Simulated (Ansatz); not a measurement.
**From three elastic constants to directional properties of NaBeBr₃**

All numbers below come from DFT PBE, scalar-relativistic, plane waves, PAW in Ansatz. Cutoff 420 eV, 6×6×6 k-points (Γ-centred), fixed occupations. No spin polarisation.

The cell is fixed (symmetry leaves no force on the atoms) and stands under 0.0 GPa:
```cif
data_structure
_symmetry_space_group_name_H-M 'Pm-3m'
_symmetry_Int_Tables_number 221
_cell_length_a 4.9572
_cell_length_b 4.9572
_cell_length_c 4.9572
_cell_angle_alpha 90.000
_cell_angle_beta 90.000
_cell_angle_gamma 90.000
_cell_volume 121.82
loop_
_atom_site_label
_atom_site_type_symbol
_atom_site_symmetry_multiplicity
_atom_site_Wyckoff_symbol
_atom_site_fract_x
_atom_site_fract_y
_atom_site_fract_z
_atom_site_occupancy
Na1 Na 1 a 0.00000 0.00000 0.00000 1
Be1 Be 1 b 0.50000 0.50000 0.50000 1
Br1 Br 3 c 0.50000 0.50000 0.00000 1
```

The cell is the ideal cubic perovskite prototype; whether it is the stable structure of this composition wasn't checked.

With ions relaxed, on the cubic axes: C11 = 42.0, C12 = 30.4, C44 = 24.9 GPa. The density is 3.704 g/cm³. Zone-centre modes weren't checked beside this run.

Question: Is the crystal stable against strain, and how anisotropic is it?

Answer: Born's conditions hold: C11 + 2C12 = 102.8, C11 − C12 = 11.6 and C44 = 24.9 GPa are all positive. B = (C11 + 2C12)/3 = 34.3 GPa. The two shear moduli are C44 and C′ = (C11 − C12)/2 = 5.8 GPa, so Zener's ratio is A = C44/C′ = 4.29: the tetragonal shear C′ is the soft one, as in many fcc and bcc metals and zincblende crystals. The Cauchy pressure C12 − C44 is 5.5 GPa; it would vanish for pair forces between atoms on inversion centres at zero pressure, and a positive value is usual with metallic or many-body binding.

Question: Give the sound speeds along the three symmetry directions.

Answer: The Christoffel equation gives ρv² for each branch:
```csv
direction,branch,ρv²,GPa,v (m/s)
[100],L,C11,42.0,3368
[100],T (×2),C44,24.9,2593
[110],L,(C11 + C12 + 2C44)/2,61.1,4062
[110],"T, u ∥ [001]",C44,24.9,2593
[110],"T, u ∥ [1-10]",(C11 − C12)/2,5.8,1252
[111],L,(C11 + 2C12 + 4C44)/3,67.5,4269
[111],T (×2),(C11 − C12 + C44)/3,12.2,1813
```

Question: How does Young's modulus depend on direction?

Answer: Inverting gives S11 = 60.663, S12 = -25.470, S44 = 40.145 TPa⁻¹. Along a unit vector (l, m, n), 1/E = S11 − 2(S11 − S12 − S44/2)(l²m² + m²n² + n²l²), where the last bracket is 0, 1/4 and 1/3 for [100], [110] and [111]: E = 16, 36 and 60 GPa. With A > 1 the body diagonal is stiffest. For a film on (001), the biaxial modulus is C11 + C12 − 2C12²/C11 = 28 GPa and the normal strain is −2C12/C11 = -1.45 times the in-plane one.

Symmetry holds off the tilts and polar distortions that many cubic perovskites undergo.

Cost: 1 run of about 0.49 core-minutes, on Arm Neoverse V2 (shared hosts).